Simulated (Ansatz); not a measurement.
LiF:
```
CELL_PARAMETERS angstrom
      0.00000     2.18238     2.18238
      2.18238     0.00000     2.18238
      2.18238     2.18238     0.00000
ATOMIC_POSITIONS crystal
  F  0.25000 0.25000 0.25000
  Li 0.00000 0.00000 0.00000
```

Relaxed with PBE. Special points in fractions of this cell's reciprocal vectors: Γ (0.000, 0.000, 0.000); X (0.500, 0.000, 0.500); U (0.625, 0.250, 0.625); K (0.375, 0.375, 0.750); L (0.500, 0.500, 0.500); W (0.500, 0.250, 0.750).

Q: List the band energies nearest the valence-band maximum at these points for plane-wave PAW PBE (Ansatz code).

A: In eV from the valence-band maximum; about four levels below and three above (degenerate sets whole), none deeper than 8.9 eV; … stands for higher levels left out; points with the same levels are listed once.

```csv
k,below,above
Γ,0.00 0.00 0.00,7.65 …
X,-1.32 -0.74 -0.74,10.46 …
U,-1.42 -0.90 -0.58,11.60 …
L,-1.86 -0.24 -0.24,11.65 …
W,-1.35 -0.89 -0.74,11.91 …
```

Space group F-43m (zinc blende). The start of the workflow was typed in or built on a structure type; neither database checked (COD, Materials Project) lists it. It is not the phase usual at ambient conditions (space group No. 225). The PBE relaxation kept the symmetry of its start; its stability against distortions is not shown here.

Potentials: the later of the program's two PAW sets.
